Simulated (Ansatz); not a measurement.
Ca$_{2}$Si$_{3}$Ag:
```
CELL_PARAMETERS angstrom
      0.00000     4.33037     7.17463
      4.14700     0.00000     7.17463
      4.14700     4.33037     0.00000
ATOMIC_POSITIONS crystal
  Ca 0.75268 0.24732 0.75268
  Ca 0.24732 0.75268 0.24732
  Ca 0.75000 0.75000 0.75000
  Ca 0.25000 0.25000 0.25000
  Si 0.83690 0.32505 0.16310
  Si 0.16310 0.67495 0.83690
  Si 0.67495 0.16310 0.32505
  Si 0.32505 0.83690 0.67495
  Si 0.16197 0.16197 0.83803
  Si 0.83803 0.83803 0.16197
  Ag 0.66656 0.66656 0.33344
  Ag 0.33344 0.33344 0.66656
```

Relaxed with r²SCAN.

Give the Bader charges and basin volumes of the independent atoms, r²SCAN (plane waves, PAW; program Ansatz).



```json
[
 {"atom": "Ca1", "Bader charge (e)": "+1.41", "Bader volume (Å³)": "14.2"},
 {"atom": "Ca3", "Bader charge (e)": "+1.43", "Bader volume (Å³)": "14.4"},
 {"atom": "Si5", "Bader charge (e)": "-0.66", "Bader volume (Å³)": "24.6"},
 {"atom": "Si9", "Bader charge (e)": "-0.71", "Bader volume (Å³)": "25.2"},
 {"atom": "Ag11", "Bader charge (e)": "-0.81", "Bader volume (Å³)": "25.9"}
]
```

Space group Fmmm. The workflow started from an entry of the Crystallography Open Database (COD). Its standing as an ambient phase is unchecked. The r²SCAN relaxation kept the symmetry of its start; whether a distortion lowers the energy is not shown. The run is not spin-polarised.

Potentials: the later of the program's two PAW sets.
